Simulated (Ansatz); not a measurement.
# Lattice vibrations of Ti$_{3}$AlC$_{2}$ at Γ

Level of theory: DFT LDA, scalar-relativistic, plane waves, PAW (Ansatz). Settings: 420 eV plane-wave cutoff, Γ-centred 12×12×2 mesh, Fermi-Dirac smearing of 0.15 eV. No spin polarisation. Phonons by linear response, acoustic sum rule imposed.

The cell, relaxed at this level:
```
Ti Al C
1.0
     3.02772    0.00000    0.00000
    -1.51386    2.62208    0.00000
     0.00000    0.00000   18.34531
Ti Al C
6 2 4
Direct
  0.00000 0.00000 0.00000
  0.00000 0.00000 0.50000
  0.33333 0.66667 0.12711
  0.66667 0.33333 0.62711
  0.33333 0.66667 0.37289
  0.66667 0.33333 0.87289
  0.00000 0.00000 0.25000
  0.00000 0.00000 0.75000
  0.33333 0.66667 0.56925
  0.66667 0.33333 0.06925
  0.33333 0.66667 0.93075
  0.66667 0.33333 0.43075
```

In a metal, frequencies and elastic constants depend on the k mesh and the smearing, soft modes and shear constants most.

Optical modes at Γ; i marks an imaginary frequency:
```
frequency (THz) degeneracy
           2.29           2
           3.52           1
           3.89           2
           5.05           2
           5.74           2
           6.05           1
           6.18           2
           8.33           1
           8.78           1
           8.85           2
           8.86           2
          10.29           1
          12.33           1
          12.67           1
          17.09           1
          17.29           1
          19.45           2
          19.47           2
          19.49           2
          19.50           2
          20.35           1
          20.48           1
```

All 33 optical modes at Γ are real: no displacement of atoms at fixed cell lowers the energy to second order. Strains and modes at other wave vectors aren't tested by this run.